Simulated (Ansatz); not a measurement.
Values for one crystal, relaxed and computed with plane-wave PAW r²SCAN (Ansatz code); other levels are named.

* **Volume per atom**: 18.86 Å³
* **Electronic character**: metallic (no gap)
* **Formation energy from the elements (no fitted shifts)**: -0.31 eV/atom
* **Density of states at the Fermi level**: 1.1 states/eV per atom (mean over ±0.08 eV)

Q: Which of these materials gives this?
(A) Cu12Sb4S13, I-43m (Pearson symbol cI58)
(B) CuO, Cccm (Cu on 4e, O on 4b)
(C) ZrCuSi, Pnma (Zr on 4c, Si on 4c, Cu on 4c)
(D) TiCuGe, Pnma (Ti on 4c, Cu on 4c, Ge on 4c)

A: A, Cu12Sb4S13, I-43m (Pearson symbol cI58)

The first step of the workflow began from a Materials Project structure, measured or hypothetical; the Crystallography Open Database files this formula in space group No. 217, but the cells were not matched. Whether it is the stable phase at ambient conditions was not checked. The r²SCAN relaxation kept the symmetry of its start; whether a distortion lowers the energy is not shown. No spin polarisation was allowed. The references are the lowest solids computed at this level, not always the standard phases. Scalar-relativistic: spin–orbit coupling is off unless named, which matters more the heavier the elements.

Potentials: the later of the program's two PAW sets.
